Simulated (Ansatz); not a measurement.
Input:

AgRh:
```cif
data_AgRh
_chemical_formula_sum 'Rh1 Ag1'
_space_group_name_H-M_alt 'P 1'
_space_group_IT_number 1
_cell_length_a 2.70371
_cell_length_b 2.70371
_cell_length_c 4.21703
_cell_angle_alpha 90.000
_cell_angle_beta 90.000
_cell_angle_gamma 90.000
loop_
_space_group_symop_operation_xyz
  'x, y, z'
loop_
_atom_site_label
_atom_site_type_symbol
_atom_site_fract_x
_atom_site_fract_y
_atom_site_fract_z
_atom_site_occupancy
Rh1 Rh 0.00000 0.00000 0.00000 1
Ag1 Ag 0.50000 0.50000 0.50000 1
```

This is the r²SCAN-relaxed structure.

Problem. All from r²SCAN in the plane-wave PAW code Ansatz, unless another level is named. Give the formation energy from the elements (no fitted shifts).

Solution. 0.35 eV/atom.

Problem. And the density of states at the Fermi level?

Solution. 1.9 states/eV per atom (mean over ±0.08 eV).

Space group P4/mmm (L1₀ or tetragonal B2). The start of the workflow was typed in or built on a structure type; neither database checked (COD, Materials Project) lists it. Whether it is the stable phase at ambient conditions was not checked. The r²SCAN relaxation kept the symmetry of its start; whether a distortion lowers the energy is not shown. The run is not spin-polarised. Its formation energy is positive at this level, so the cell may be metastable or incomplete. The references are the lowest solids computed at this level, not always the standard phases. Scalar-relativistic: spin–orbit coupling is off unless named, which matters more the heavier the elements.

Potentials: the earlier of the program's two PAW sets.
